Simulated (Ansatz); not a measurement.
Relaxed AlN (wurtzite):

```xyz
8
Lattice="6.2606 0.0000 0.0000 -1.5651 2.7109 0.0000 0.0000 0.0000 5.0180" Properties=species:S:1:pos:R:3 pbc="T T T"
Al     1.5651     0.9036     0.0169
Al     4.6954     0.9036     0.0169
Al     0.0000     1.8073     2.5259
Al     3.1303     1.8073     2.5259
N      1.5651     0.9036     3.1203
N      4.6954     0.9036     3.1203
N      0.0000     1.8073     0.6113
N      3.1303     1.8073     0.6113
```

The atoms are displaced by Q × the pattern below (from a DFPT mode at M = (0.5, 0.0, 0.0), largest move 1; Q in Å), at fixed cell. (q is in reciprocal vectors of the primitive cell; the cell shown is doubled to hold the pattern.)

| atom | x | y | z |
|---|---|---|---|
| Al1 | -0.218 | -0.126 | -0.153 |
| Al2 | 0.218 | 0.126 | 0.153 |
| Al3 | 0.218 | 0.126 | -0.153 |
| Al4 | -0.218 | -0.126 | 0.153 |
| N5 | 0.859 | 0.496 | 0.124 |
| N6 | -0.859 | -0.496 | -0.124 |
| N7 | -0.859 | -0.496 | 0.124 |
| N8 | 0.859 | 0.496 | -0.124 |

The numbers are results of PBE (plane waves to 420 eV, PAW, scalar-relativistic; Ansatz, a program for electronic structure), not measurements. k mesh 6×12×7 (Γ-centred), Fermi-Dirac smearing 0.05 eV. E stands for the smeared free energy. Stress and pressure are positive under compression. AlN was relaxed with its symmetry unable to fall. ΔE is measured from the undisplaced structure.

```json
[
 {"Q (Å)": "-0.180", "ΔE (meV/cell)": "2035", "−dE/dQ from forces (eV/Å)": "23.502", "P (GPa)": "7.2"},
 {"Q (Å)": "-0.150", "ΔE (meV/cell)": "[?]", "−dE/dQ from forces (eV/Å)": "19.127", "P (GPa)": "4.9"},
 {"Q (Å)": "-0.120", "ΔE (meV/cell)": "885", "−dE/dQ from forces (eV/Å)": "15.008", "P (GPa)": "3.1"},
 {"Q (Å)": "-0.090", "ΔE (meV/cell)": "[?]", "−dE/dQ from forces (eV/Å)": "11.087", "P (GPa)": "1.7"},
 {"Q (Å)": "-0.060", "ΔE (meV/cell)": "[?]", "−dE/dQ from forces (eV/Å)": "7.312", "P (GPa)": "0.8"},
 {"Q (Å)": "-0.030", "ΔE (meV/cell)": "[?]", "−dE/dQ from forces (eV/Å)": "3.632", "P (GPa)": "0.2"},
 {"Q (Å)": "0.000", "ΔE (meV/cell)": "0", "−dE/dQ from forces (eV/Å)": "0.000", "P (GPa)": "0.0"},
 {"Q (Å)": "0.030", "ΔE (meV/cell)": "[?]", "−dE/dQ from forces (eV/Å)": "-3.632", "P (GPa)": "0.2"},
 {"Q (Å)": "0.060", "ΔE (meV/cell)": "[?]", "−dE/dQ from forces (eV/Å)": "-7.312", "P (GPa)": "0.8"},
 {"Q (Å)": "0.090", "ΔE (meV/cell)": "[?]", "−dE/dQ from forces (eV/Å)": "-11.087", "P (GPa)": "1.7"},
 {"Q (Å)": "0.120", "ΔE (meV/cell)": "885", "−dE/dQ from forces (eV/Å)": "-15.008", "P (GPa)": "3.1"},
 {"Q (Å)": "0.150", "ΔE (meV/cell)": "[?]", "−dE/dQ from forces (eV/Å)": "-19.127", "P (GPa)": "4.9"},
 {"Q (Å)": "0.180", "ΔE (meV/cell)": "2035", "−dE/dQ from forces (eV/Å)": "-23.502", "P (GPa)": "7.2"}
]
```

Task: Fill in the missing entries.

Result: 
- -0.150, ΔE (meV/cell): 1397
- -0.090, ΔE (meV/cell): 494
- -0.060, ΔE (meV/cell): 218
- -0.030, ΔE (meV/cell): 54
- 0.030, ΔE (meV/cell): 54
- 0.060, ΔE (meV/cell): 218
- 0.090, ΔE (meV/cell): 494
- 0.150, ΔE (meV/cell): 1397

(A displaced cell: forces are minus the slopes of the energy, force constants its curvatures, and phonons follow from these.)
